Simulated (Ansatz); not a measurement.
An Ansatz (a quantum-chemistry and plane-wave program) run. Input:

Ansatz 0.2 input:
```yaml
crystal:
  lattice:
    - [0.0, 2.7920437136, 2.7920437136]
    - [2.7920437136, 0.0, 2.7920437136]
    - [2.7920437136, 2.7920437136, 0.0]
  atoms:
    - { symbol: Ag, position: [0.0, 0.0, 0.0] }
    - { symbol: Zr, position: [0.5, 0.5, 0.5] }
kpoints:
  mp_grid: { grid: [26, 26, 26] }
hamiltonian:
  xc: pbesol
  pseudopotentials: { kind: paw }
scf:
  occupations: { method: fermi_dirac, width: 0.1 }
elastic: { mode: relaxed_ion, stencil: two_point, amplitude: 0.005, f_tol: 0.0005 }
```

Output (shortened):

```
Pseudopotentials: kind: paw
Pseudopotential: Ag, paw, valence charge 19
Pseudopotential: Zr, paw, valence charge 12
Functional definition: PBEsol
Crystal: 2 atoms, lattice volume = 43.531 Å³
Basis set: ecut = 420 eV, 869 PW (Γ), exchange–correlation on 54×54×54 points (8 copies of the dense FFT grid, shifted against one another)
Bands: 20, of which v1, the nominal top of the filled ones, is band 16 counted from 1 (15 counted from 0)
Symmetry: 48 space group operations
Space group: Fm-3m (ITA 225), of the structure as read, at distance tolerance 3.5e-5 Å
k-points: 511 of 17576
PAW frozen core: Ag, regenerated for the run's functional, and the local potential with it
PAW frozen core: Zr, regenerated for the run's functional, and the local potential with it
Initial wavefunctions: pseudopotential atomic-orbital guess
Eigensolver: davidson
Functional: x = pbesol(κ = 0.804, μ = 0.12345679012345678), c = pbesol(β = 0.046)
all-band conjugate gradients solve this SCF's bands
SCF 1 converged in 10 iterations: F = -11650.003682 eV  dr2 = 4.50e-14
density extrapolation: transplant  |δρ|_rms = 4.558e-2 e/Å³  SAD shift = 8.397e-3 e/Å³
Crystal: 2 atoms, lattice volume = 43.313 Å³
Symmetry: 16 space group operations
k-points: 1330 of 17576
Initial density: handed on by an earlier stage of this run
Initial wavefunctions: those handed on with the density
SCF 2 converged in 9 iterations: F = -11650.002716 eV  dr2 = 4.08e-14
density extrapolation: first-order (α = -2.000)  |δρ|_rms = 4.558e-2 e/Å³  SAD shift = 8.331e-3 e/Å³
Crystal: 2 atoms, lattice volume = 43.748 Å³
SCF 3 converged in 7 iterations: F = -11650.003260 eV  dr2 = 2.45e-14
density extrapolation: transplant  |δρ|_rms = 4.558e-2 e/Å³  SAD shift = 4.670e-3 e/Å³
Crystal: 2 atoms, lattice volume = 43.531 Å³
Symmetry: 8 space group operations
k-points: 2471 of 17576
SCF 4 converged in 9 iterations: F = -11650.003753 eV  dr2 = 6.98e-15
density extrapolation: first-order (α = -2.000)  |δρ|_rms = 4.558e-2 e/Å³  SAD shift = 4.670e-3 e/Å³
Crystal: 2 atoms, lattice volume = 43.531 Å³
SCF 5 converged in 6 iterations: F = -11650.003753 eV  dr2 = 2.05e-14
SCF converged after 10 iterations
Free energy (F): -11650.003682 eV
Harris-Foulkes:  -11650.003682 eV  (|F-HF|=3.64e-12)
Internal energy: -11649.904533 eV  (E = F + TS)
E sigma→0 (E₀):  -11649.954107 eV
Entropy (-TS):   -0.099149 eV (-49.575 meV/atom)
Fermi energy:    14.150013 eV
--- Per-component energies (eV) ---
  E_band       = -413.080758
  E_kinetic    = 858.906712
  E_local      = -3416.628062  (includes V_loc(G=0)·N_el)
  E_nonlocal   = 160.586021
  E_hartree    = 1449.241487
  E_xc         = -344.269169
  E_vxc        = -424.888317  (∫ρ·V_xc dr)
  E_paw        = -6732.235667  (= ΣΔE_a)
  E_vpaw       = -489.540412  (= ΣTr[D̂ρ^β])
  E_aug_tail   = 0.000312  (compensation charges beyond the density's cutoff)
  E_ewald      = -3625.994626
  E_core_change = 0.488459  (= ΣΔE_core)
  E_smearing   = -0.099149  (= −TS)
  E_closure    = 0.000000  (closes the sum)
  Σ components = -11650.003682   (vs F -11650.003682, Δ=0.00e0)
--- Forces (eV/Å), atoms counted from 1 ---
  atom   1  Ag     0.00000000     0.00000000     0.00000000
  atom   2  Zr     0.00000000     0.00000000     0.00000000
  max |Σ_I F_I| component: 0.0 eV/Å
--- Stress (GPa, compression-positive) ---
        0.193322       0.000000       0.000000
        0.000000       0.193322       0.000000
        0.000000       0.000000       0.193322
  P = ⅓ Tr σ = 0.1933 GPa (1.933 kbar)
  The stress holds the Pulay correction. Without it, at fixed plane waves, as pw.x and ABINIT print it: P = 0.1683 GPa
  The stress includes an estimate of the error left by incomplete SCF convergence (largest component 0.0000 GPa).
--- Band table (eV; the first three rows and the last of 511) ---
  k-point 0: bands = ["-78.7387", "-42.2116", "-42.2116", "-42.2116", "-35.2617", "-13.2317", "-13.2317", "-13.2317", "7.5687", "8.1086", "8.1086", "8.4643", "8.4643", "8.4643", "15.6114", "15.6114", "15.6114", "17.0891", "17.0891", "21.7698"]
  k-point 1: bands = ["-78.7387", "-42.2117", "-42.2116", "-42.2116", "-35.2615", "-13.2336", "-13.2321", "-13.2321", "7.5967", "8.1174", "8.1174", "8.4658", "8.4714", "8.4714", "15.5749", "15.6072", "15.6072", "17.0314", "17.0314", "21.8205"]
  k-point 2: bands = ["-78.7387", "-42.2119", "-42.2116", "-42.2116", "-35.2610", "-13.2395", "-13.2336", "-13.2336", "7.6799", "8.1437", "8.1437", "8.4705", "8.4925", "8.4925", "15.4681", "15.5915", "15.5915", "16.8743", "16.8743", "21.7470"]
  k-point 510: bands = ["-78.7386", "-42.2136", "-42.2135", "-42.2132", "-35.2490", "-13.3146", "-13.3066", "-13.2921", "8.3703", "8.5329", "8.6892", "8.7145", "9.2328", "11.2619", "13.7337", "13.8780", "14.0792", "16.7291", "17.5784", "17.7317"]
  band table: 20 of 20 bands, residual norms ≤ 1.0e-3 eV
--- Elastic constants: 2 strain directions × 2 members + reference (group order 48) ---
  dense FFT box of the reference and of every strained cell: 27×27×27
  strains applied: 11, 23; error gains: componentwise 1.00 (the most a stress slope's error grows in a printed constant), spectral 1.73 (1 for all six strains …
  C = ∂σ_k/∂η_j (tension-positive GPa; Voigt order 11 22 33 23 13 12):
       204.157     51.601     51.601      0.000      0.000      0.000
        51.601    204.157     51.601      0.000      0.000      0.000
        51.601     51.601    204.157      0.000      0.000      0.000
         0.000      0.000      0.000    -21.198      0.000      0.000
         0.000      0.000      0.000      0.000    -21.198      0.000
         0.000      0.000      0.000      0.000      0.000    -21.198
  reference stress σ⁰ (GPa):     -0.193     -0.193     -0.193      0.000      0.000      0.000
  moduli (Voigt/Reuss/Hill, GPa): K = 102.45/102.45/102.45   G = 17.79/-43.36/-12.79   E = -40.02   ν = 0.565
  mechanically stable: NO (min eigenvalue of sym C = -21.20 GPa)
  strain η (Voigt 11):  stress-route row diagonal C_11 = 204.16 GPa, energy-path curvature d²(F+E_count+ΔE)/dδ²/Ω₀ = 204.14 GPa
         δ    σ_11 (GPa)             F (eV)   n_scf  n_hpsi   n_pw
    -5.000e-3      -1.2344      -11650.0027162       9  502439    877   relax 0 steps, max|allowed force component| 0.0 eV/Å
     5.000e-3       0.8071      -11650.0032598       7  425354    886   relax 0 steps, max|allowed force component| 0.0 eV/Å
  strain η (Voigt 23):  stress-route row diagonal C_44 = -21.20 GPa, energy-path curvature d²(F+E_count+ΔE)/dδ²/Ω₀ = -21.10 GPa
         δ    σ_23 (GPa)             F (eV)   n_scf  n_hpsi   n_pw
    -5.000e-3       0.1060      -11650.0037530       9  907179    881   relax 0 steps, max|allowed force component| 0.0 eV/Å
     5.000e-3      -0.1060      -11650.0037530       6  756584    881   relax 0 steps, max|allowed force component| 0.0 eV/Å
```

Cost: about 5 core-minutes (a rough figure) on shared cores.

The start of the workflow was typed in or built on a structure type; neither database checked (COD, Materials Project) lists it. COD files the formula under space group No. 129. Its standing as an ambient phase is unchecked. The cell was relaxed with PBEsol under the symmetry of its start. At this level the phase is mechanically unstable. No spin polarisation was allowed. Its formation energy is positive at this level, so the cell may be metastable or incomplete. As this level gives no gap, shear constants depend on the k-mesh and smearing (Fermi–Dirac, 0.1 eV here). Spin–orbit coupling is left out wherever it is not named.

Potentials: the later of the program's two PAW sets.

Ansatz is a plane-wave DFT program.
